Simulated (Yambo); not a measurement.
# How GW settings move the gap: RbAuS$_{2}$O$_{8}$

G0W0@LDA for RbAuS2O8 (space group P-1, No. 2) in Yambo. Reference settings: 2×2×1 Γ-centred k mesh, bands 5 to 286 and a 7 Ry block in the screening, 286 bands in G with the Bruneval-Gonze terminator, plasmon pole fitted at 27.2 eV. The LDA gap (-0.5, -0.5, 0) → Γ on this mesh is 1.60 eV; G0W0 gaps are taken between the same points.

| change from the reference | G0W0 gap (-0.5, -0.5, 0) → Γ (eV) | shift of the valence edge (eV) | rough Yambo cost |
|---|---|---|---|
| reference settings | 3.80 | -0.91 | 1 |
| 116 bands in W, 116 bands in G | 3.87 | -0.77 | about 1/2 |
| 189 bands in W, 189 bands in G | 3.82 | -0.85 | within a factor of two |
| 116 bands in G | 3.82 | -0.88 | – |
| 189 bands in G | 3.80 | -0.90 | – |
| 140 bands in W | 3.83 | -0.82 | within a factor of two |
| 2 Ry block | 4.18 | -1.26 | within a factor of two |
| 3 Ry block | 4.01 | -1.03 | within a factor of two |
| 6 Ry block | 3.80 | -0.90 | within a factor of two |
| pole fitted at 40 eV | 3.84 | -0.95 | – |
| no random integration | 3.74 | -0.65 | – |
| 116 bands in G, no terminator | 3.97 | -0.26 | – |
| 189 bands in G, no terminator | 3.89 | -0.52 | – |
| no terminator | 3.86 | -0.69 | – |

The reference isn't shown to be the converged limit. Costs are rough (shared machines), scaled to the same edge states, and given only for runs that recompute the screening.

Spin-orbit coupling is left out, which matters for elements this heavy: edges can move by tenths of an eV.

Geometry of the Materials Project entry, not relaxed at this level; primitive cell a = 4.3562 Å, b = 5.1682 Å, c = 9.0377 Å, α = 76.96°, β = 88.31°, γ = 74.31°.

A shift is the quasiparticle energy of the state minus its LDA energy.
